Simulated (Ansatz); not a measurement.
Cs2Pt3Se4:
```yaml
crystal:
  lattice:
    - [0.00000, 5.71259, 7.05806]
    - [3.33933, 0.00000, 7.05806]
    - [3.33933, 5.71259, 0.00000]
  atoms:
    - { symbol: Cs, position: [0.64716, 0.64716, 0.35284] }
    - { symbol: Cs, position: [0.35284, 0.35284, 0.64716] }
    - { symbol: Pt, position: [0.50000, 0.50000, 0.00000] }
    - { symbol: Pt, position: [0.00000, 0.00000, 0.50000] }
    - { symbol: Pt, position: [0.00000, 0.00000, 0.00000] }
    - { symbol: Se, position: [0.05645, 0.72136, 0.27864] }
    - { symbol: Se, position: [0.94355, 0.27864, 0.72136] }
    - { symbol: Se, position: [0.72136, 0.05645, 0.94355] }
    - { symbol: Se, position: [0.27864, 0.94355, 0.05645] }
```

Relaxed with r²SCAN.

**Question.** Map the valence electron density (e/Å³), cut off at 1 on the plane through (0.647, 0.647, 0.353) spanned by u = [1, 1, -1] and v = [1, -1, 1] in lattice vectors, from DFT-r²SCAN in the program Ansatz with PAW potentials.

**Answer.** x is the fraction of u, y of v (the angle between them is 90°; rows are the nearest grid lines); atoms in the plane: Cs at (0.00, 0.00), Cs at (0.50, 0.50), Cs at (0.21, 0.50), Cs at (0.71, 0.00), Pt at (0.35, 0.00), Pt at (0.85, 0.50), Se at (0.24, 0.17), Se at (0.74, 0.67), Se at (0.46, 0.83), Se at (0.96, 0.33).
```
y \ x   0.000  0.100  0.175  0.275  0.375  0.450  0.550  0.625  0.725  0.825  0.900   1.00
------  -----  -----  -----  -----  -----  -----  -----  -----  -----  -----  -----  -----
1.00    0.000  0.168  0.030  0.548   1.00  0.223  0.024  0.476  0.286  0.057  0.169  0.000
0.925    1.00  0.071  0.144  0.560   1.00  0.542  0.082  0.162  0.930  0.031  0.066   1.00
0.850   0.057  0.029  0.633   1.00  0.290   1.00  0.279  0.022  0.057  0.048  0.045  0.057
0.775   0.173  0.023  0.336  0.952  0.242   1.00  0.159  0.023  0.226  0.151  0.173  0.173
0.700    1.00  0.029  0.042  0.111  0.106  0.111  0.027  0.061   1.00  0.319  0.581   1.00
0.625    1.00  0.036  0.121  0.057  0.034  0.086  0.081  0.063   1.00  0.366  0.595   1.00
0.550   0.141  0.084   1.00  0.485  0.032  0.916  0.918  0.042  0.200   1.00   1.00  0.141
0.450   0.141  0.084   1.00  0.485  0.032  0.916  0.918  0.042  0.200   1.00   1.00  0.141
0.375    1.00  0.036  0.121  0.057  0.034  0.086  0.081  0.063   1.00  0.366  0.596   1.00
0.300    1.00  0.029  0.042  0.111  0.106  0.111  0.027  0.061   1.00  0.319  0.581   1.00
0.225   0.173  0.023  0.336  0.953  0.242   1.00  0.159  0.023  0.225  0.151  0.173  0.173
0.150   0.057  0.029  0.633   1.00  0.290   1.00  0.279  0.022  0.057  0.048  0.045  0.057
0.0750   1.00  0.071  0.145  0.561   1.00  0.542  0.082  0.162  0.930  0.031  0.066   1.00
0.000   0.000  0.168  0.030  0.548   1.00  0.223  0.024  0.476  0.286  0.057  0.169  0.000
```

The density is the valence pseudo-density with augmentation charge, so density and ELF within about 1 Å of a nucleus are not all-electron values.

Space group Fmmm. The first step of the workflow began from a Materials Project structure, measured or hypothetical; the Crystallography Open Database copy checked does not list it. Whether it is the stable phase at ambient conditions was not checked. The cell was relaxed with r²SCAN under the symmetry of its start; whether a distortion lowers the energy is not shown. No spin polarisation was allowed. Scalar-relativistic: spin–orbit coupling is off unless named, which matters more the heavier the elements.

Potentials: the later of the program's two PAW sets.
